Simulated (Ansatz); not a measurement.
BAs:
```cif
data_As4B4
_chemical_formula_sum 'B4 As4'
_space_group_name_H-M_alt 'F-43m'
_space_group_IT_number 216
_space_group_name_Hall 'F -4 2 3'
_cell_length_a 4.78247
_cell_length_b 4.78247
_cell_length_c 4.78247
_cell_angle_alpha 90.000
_cell_angle_beta 90.000
_cell_angle_gamma 90.000
loop_
_atom_site_label
_atom_site_type_symbol
_atom_site_symmetry_multiplicity
_atom_site_Wyckoff_symbol
_atom_site_fract_x
_atom_site_fract_y
_atom_site_fract_z
_atom_site_occupancy
B1 B 4 c 0.25000 0.25000 0.25000 1
As1 As 4 a 0.00000 0.00000 0.00000 1
```
(The calculation used a cell of 2 atoms; values per cell refer to that cell.)

Relaxed with r²SCAN.

Q: Give the optical modes at the zone centre with their infrared and Raman activity from DFPT, r²SCAN in the plane-wave PAW code Ansatz.

A: Transverse frequencies, without the LO–TO term; a row sums one degenerate level.

| ω (cm⁻¹) | degeneracy | IR ((D/Å)²/amu) | Raman (Å⁴/amu) | activity | symmetry |
|---|---|---|---|---|---|
| 698 | 3 | 1.01 | 1300 | IR+Raman | T2 |

Q: How high does the top mode go among those that the LO–TO term moves?

A: 700 cm⁻¹ for q along x.

The r²SCAN relaxation kept the symmetry of its start; phonons on a q-mesh show no instability.

Potentials: the earlier of the program's two PAW sets.
